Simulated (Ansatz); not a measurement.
## BaMgF4: reading a single point

```
Ba Mg F
1.0
     4.09742    0.00000    0.00000
     2.04871   -7.20038    0.00000
     0.00000    0.00000   -5.78271
Ba Mg F
2 2 8
Cartesian
  4.0974 -2.1362 -2.6729
  2.0487 -5.0642 -5.5643
  2.0487 -1.2328 0.0000
  4.0974 -5.9675 -2.8914
  2.0487 -2.8214 -1.1311
  4.0974 -4.3790 -4.0225
  2.0487 -2.3832 -4.2428
  4.0974 -4.8172 -1.3514
  2.0487 -0.3617 -1.7915
  4.0974 -6.8386 -4.6828
  4.0974 -1.1323 -0.0486
  2.0487 -6.0681 -2.9399
```

The numbers come from plane-wave PAW DFT (Ansatz): r2SCAN, no spin polarisation, 500 eV, 7×7×5 Γ-centred k points, fermi-dirac occupations (width 0.1 eV). Nothing was relaxed.

Task: Describe some of the short contacts.

Result: Mg–F at 1.92 Å: least valence density 0.34 e/Å³ and ELF 0.07 there, a closed-shell (ionic or weak) contact. Ba–F at 2.59 Å: least valence density 0.23 e/Å³ and ELF 0.08 there, a closed-shell (ionic or weak) contact. Both are smooth PAW fields, read partly inside the augmentation spheres.

Task: Which atom feels the largest force, and which way?

Result: The largest is on F7 (and as large on other atoms): 0.13 eV/Å, components (0.00, -0.13, 0.01). It makes 132° with the line to a nearest neighbour, Mg3 at 1.92 Å.

Task: What is the band gap?

Result: The gap is 8.11 eV, indirect (the least direct gap found is 8.16 eV).

Task: Is it stable against the elements?

Result: -4.01 eV an atom against the elements' usual phases (free molecules for gases, crystals otherwise, with no correction for O₂ or N₂), so it is bound against them; other compounds may still compete. Relaxing would lower it.

Origin: a database entry at a rescaled volume.
